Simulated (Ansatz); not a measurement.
Simulated powder pattern, Cu Kα, λ = 1.54184 Å (kinematic, ideal powder, no thermal factors, no anomalous dispersion; the 30 strongest lines at most, above 1 %, up to 2θ = 90°):

| 2θ (°) | I/Imax (%) |
|---|---|
| 23.62 | 100 |
| 23.72 | 50 |
| 34.77 | 74 |
| 34.84 | 36 |
| 41.45 | 7.5 |
| 41.64 | 8.3 |
| 48.32 | 14 |
| 48.54 | 6.8 |
| 49.10 | 22 |
| 49.27 | 51 |
| 51.62 | 19 |
| 55.23 | 18 |
| 55.44 | 8.7 |
| 57.51 | 15 |
| 57.56 | 7.8 |
| 65.47 | 5.2 |
| 65.70 | 5.1 |
| 65.83 | 5.0 |
| 68.39 | 3.9 |
| 71.31 | 7.4 |
| 71.53 | 7.5 |
| 71.66 | 7.5 |
| 73.39 | 6.9 |
| 75.74 | 5.8 |
| 76.13 | 5.0 |
| 81.29 | 7.4 |
| 86.37 | 4.4 |
| 87.93 | 4.4 |
| 88.14 | 4.3 |
| 88.26 | 4.2 |

The pattern belongs to a structure relaxed with the program Ansatz at the PBE level (PAW).

Question: Which compound is it?
(A) AlRu2C, P6_3/mmc (Al on 2d, Ru on 4f, C on 2a)
(B) CoC6, Amm2 (Pearson symbol oS14)
(C) C, R-3c (C on 36f)
(D) C, Imma (C on 8g, C on 8h)

Answer: B, CoC6, Amm2 (Pearson symbol oS14)

Question: Give the lattice parameters.

Answer: a = 3.541 Å, b = 7.502 Å, c = 4.356 Å.

The start of the workflow was typed in or built on a structure type; neither database checked (COD, Materials Project) lists it. Its standing as an ambient phase is unchecked. The PBE relaxation kept the symmetry of its start; its stability against distortions is not shown here. The final state is ferromagnetic, the only order run, not a proven ground state. The cell computed holds one magnetic atom, so no antiferromagnetic order was within reach. Its formation energy is positive at this level, so the cell may be metastable or incomplete.

Potentials: the earlier of the program's two PAW sets.
